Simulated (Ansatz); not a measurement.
**Compressing Na$_{3}$In: a fit and a missing row**

Na$_{3}$In, Fm-3m, a = 7.763 Å. The structure is a Materials Project entry; whether it is the stable form wasn't checked. Ansatz: r2SCAN, PAW, 500 eV, Γ-centred 10×10×10 mesh on 4 atoms, Gaussian smearing 0.10 eV; no spin polarisation. Symmetry fixes shape and atoms, so the cell is only scaled; pressure is positive in compression.

| V (Å³/atom) | P (GPa) |
| --- | --- |
| 27.483 | 1.07 |
| 28.360 | ? |
| 29.237 | 0.00 |
| 30.114 | -0.42 |
| 30.992 | -0.78 |

Task: Take V0 = 29.237 Å³/atom, fit the third-order Birch–Murnaghan form to the other rows, and predict the missing pressure.

Result: With the Eulerian strain f = ½[(V0/V)^(2/3) − 1] and y = P/[3f(1 + 2f)^(5/2)], the form is the line y = B0 + 1.5 B0 (B0′ − 4) f. Rows (f, y): 0.02105, 15.28; -0.00976, 15.07; -0.01906, 15.03. Means f = -0.002590, y = 15.127; Σ(Δf)² = 0.0008815, ΣΔfΔy = 0.005623; the slope is their ratio. y = 15.14 + 6.379 f GPa, so B0 = 15.1 GPa and B0′ = 4 + 2 × (6.379)/(3 × 15.14) = 4.28. At V = 28.360, f = 0.01026, y = 15.205 and P = 0.49 GPa. The run gave 0.49 GPa, the same to the digits shown.

Cost: 5 runs of about 2.5 core-minutes in all, on Intel Xeon Platinum 8259CL (Skylake/Cascade Lake) (shared hosts).